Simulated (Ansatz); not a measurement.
AuCl:
Space group I4₁/amd, origin choice 1 (No. 141); a = b = 6.9224 Å, c = 8.6347 Å, α = β = γ = 90.00°

| atom | site | symmetry | x | y | z |
|---|---|---|---|---|---|
| Au | 8c | .2/m. | 0.0000 | 0.2500 | 0.1250 |
| Cl | 8e | 2mm. | 0.0000 | 0.0000 | 0.3020 |
(The calculation used a cell of 8 atoms; values per cell refer to that cell.)

Relaxed with r²SCAN.

Question: Tabulate the valence density and the electron localisation function along the shortest Au–Au contact (3.26 Å), r²SCAN in the plane-wave PAW code Ansatz.

Answer: 

| distance from Au (Å) | density (e/Å³) | ELF |
|---|---|---|
| 0.33 | 10.85 | 0.63 |
| 0.49 | 7.60 | 0.56 |
| 0.65 | 4.64 | 0.54 |
| 0.82 | 2.23 | 0.49 |
| 0.98 | 0.89 | 0.42 |
| 1.14 | 0.45 | 0.34 |
| 1.31 | 0.24 | 0.25 |
| 1.47 | 0.16 | 0.15 |
| 1.63 | 0.14 | 0.10 |
| 1.79 | 0.16 | 0.15 |
| 1.96 | 0.24 | 0.25 |
| 2.12 | 0.45 | 0.34 |
| 2.28 | 0.89 | 0.42 |
| 2.45 | 2.23 | 0.49 |
| 2.61 | 4.64 | 0.54 |
| 2.77 | 7.60 | 0.56 |
| 2.94 | 10.85 | 0.63 |

The density is the valence pseudo-density with augmentation charge, so density and ELF within about 1 Å of a nucleus are not all-electron values.

Space group I4_1/amd. The workflow started from a Materials Project entry (that database holds measured and hypothetical structures alike); the Crystallography Open Database copy checked does not list it. Its standing as an ambient phase is unchecked. The cell was relaxed with r²SCAN under the symmetry of its start; its stability against distortions is not shown here. Spin–orbit coupling is left out wherever it is not named.

Potentials: the later of the program's two PAW sets.
